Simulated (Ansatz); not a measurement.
## V₂N₃: energy along a strain

V₂N₃, P-3m1, a = 2.780 Å, c = 6.196 Å. The structure is a Materials Project entry; whether it is the stable form wasn't checked. Ansatz: PBEsol, PAW, 420 eV, Γ-centred 18×18×8 mesh on 5 atoms, Gaussian smearing 0.15 eV; no spin polarisation. Cell vectors (Å): 2.780 0.000 0.000; -1.390 2.407 0.000; 0.000 0.000 6.196. The cell is strained by x per cent times the pattern (1 1 0 0 0 0) in the order xx yy zz yz xz xy (engineering shears), with fractional coordinates held. y is the free energy over the start, V0 = 8.293 Å³/atom.

| x (%) | y (meV/atom) |
| --- | --- |
| -6.00 | ? |
| -4.50 | 85.82 |
| -3.00 | 36.83 |
| -1.50 | 8.96 |
| 0.00 | 0.00 |
| 1.50 | 7.99 |
| 3.00 | 31.06 |
| 4.50 | 67.55 |
| 5.25 | 90.34 |
| 6.00 | 115.89 |

Question: Fit y = c2 x² + c3 x³ to the other rows, get the stiffness along the pattern, and predict the missing energy.

Answer: Least squares on the rows shown. y = 3.7940 x² − 0.097485 x³. The clamped-ion stiffness p·C·p = 2 × 37.94 eV × 160.2 / 8.293 Å³ = 1466 GPa. At x = -6.00 the fit asked for gives 157.64 meV/atom. The run gave 158.32 meV/atom, so the fit is 0.68 meV/atom too low, 0.43 % of the span of the series, against an rms of 0.27 meV/atom on the fitted rows. The row lies outside the fitted range. With a term in x⁴ added, a fit to the same known rows predicts 159.29 meV/atom, which misses by about as much or more on the other side: the known rows don't fix the higher terms.

Spin polarisation was left out, and a magnetic state may lie lower.

Cost: 10 runs of about 1.8 core-minutes in all, on Oxide Virtual Turin-like Processor (Zen 5) (shared hosts).